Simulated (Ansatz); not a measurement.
Cr$_{3}$Os:
```xyz
8
Lattice="4.5917 0.0000 0.0000 0.0000 4.5917 0.0000 0.0000 0.0000 4.5917" Properties=species:S:1:pos:R:3 pbc="T T T"
Cr     1.1479     0.0000     2.2958
Cr     2.2958     3.4438     0.0000
Cr     3.4438     0.0000     2.2958
Cr     2.2958     1.1479     0.0000
Cr     0.0000     2.2958     3.4438
Cr     0.0000     2.2958     1.1479
Os     0.0000     0.0000     0.0000
Os     2.2958     2.2958     2.2958
```

Relaxed with PBEsol. Special points in fractions of this cell's reciprocal vectors: Γ (0.000, 0.000, 0.000); X (0.000, 0.500, 0.000); M (0.500, 0.500, 0.000); R (0.500, 0.500, 0.500).

**Question.** List the band energies nearest the Fermi level at these points for the program Ansatz at the PBEsol with spin–orbit coupling level (PAW).

**Answer.** In eV from the Fermi level; about four levels below and three above (degenerate sets whole), none deeper than 8.9 eV; points with the same levels are listed once.

| k | below | above |
|---|---|---|
| Γ | -1.58 -1.58 -1.58 -1.58 | 0.31 0.31 0.31 0.31 |
| X | -0.03 -0.03 -0.03 -0.03 | 0.07 0.07 0.07 0.07 |
| M | -0.19 -0.19 -0.09 -0.09 | 0.28 0.28 0.63 0.63 |
| R | -1.44 -1.44 -1.44 -1.44 -1.44 -1.44 -1.44 -1.44 | 0.34 0.34 0.34 0.34 0.34 0.34 0.34 0.34 |

Space group Pm-3n (A15 (Cr3Si type)). The workflow started from an entry of the Crystallography Open Database (COD). Its standing as an ambient phase is unchecked. The PBEsol relaxation kept the symmetry of its start; its stability against distortions is not shown here. The workflow began spin-polarised and lost its moments.

Potentials: the later of the program's two PAW sets.
